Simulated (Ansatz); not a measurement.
Zr:
Space group Fd-3m, origin choice 1 (No. 227); a = 6.138 Å, b = 6.138 Å, c = 6.138 Å, α = 90.00°, β = 90.00°, γ = 90.00°

```tsv
atom	site	symmetry	x	y	z
Zr	8b	-43m	0.5000	0.5000	0.5000
```
(The calculation used a cell of 2 atoms; values per cell refer to that cell.)

Relaxed with PBEsol.

Problem. Decompose the optical modes at the zone centre into irreducible representations, and say which are infrared and Raman allowed.

Solution. Point group m-3m: Γ_opt = T2g. Infrared: none. Raman: T2g.

Problem. Assign frequencies (DFPT, PBEsol in the plane-wave PAW code Ansatz).

Solution. T2g 108i cm⁻¹.

The start of the workflow was typed in or built on a structure type; neither database checked (COD, Materials Project) lists it. It is not the phase usual at ambient conditions (space group No. 194). The PBEsol relaxation kept the symmetry of its start. At this level the phase is dynamically unstable (imaginary phonons). The run is not spin-polarised. The volume moved by -22 % from the start of the relaxation. As this level gives no gap, phonon frequencies hold no LO–TO term and depend on the k-mesh and smearing (Fermi–Dirac, 0.1 eV here).

Potentials: the later of the program's two PAW sets.
